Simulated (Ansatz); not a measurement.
YInCu4 in space group F-43m (No. 216; Y on 4a, In on 4d, Cu on 16e), r²SCAN (plane waves, PAW; program Ansatz), all energies at zero smearing, with the estimated change up to a 700 eV cutoff added, with one set of potentials and settings (totals compare only within such a set). Cell of 6 atoms (1 Y, 1 In, 4 Cu): -35998.489 eV.

```json
[
 {"element": "Y", "reference phase": "P6_3/mmc, 2 atoms in the cell", "E (eV/atom)": "-3859.7274"},
 {"element": "In", "reference phase": "I4/mmm, 1 atoms in the cell", "E (eV/atom)": "-5611.8812"},
 {"element": "Cu", "reference phase": "Fm-3m, 1 atoms in the cell", "E (eV/atom)": "-6631.2549"}
]
```

Formation energy per atom, worked out: (-35998.489 − 1×(-3859.7274) − 1×(-5611.8812) − 4×(-6631.2549))/6 = -0.310 eV/atom (-30 kJ per mol of atoms), at 0 K, without zero-point energy or fitted corrections.

The first step of the workflow began from a Materials Project structure, measured or hypothetical; the Crystallography Open Database copy checked does not list it. With Y and In taken as one species the cell has the higher symmetry Fd-3m, so it may be an ordered model of a mixed-site phase. Whether it is the stable phase at ambient conditions was not checked. Symmetry was held in the r²SCAN relaxation; its stability against distortions is not shown here. No spin polarisation was allowed. The references are the lowest solids computed at this level, not always the standard phases.

Potentials: the earlier of the program's two PAW sets.
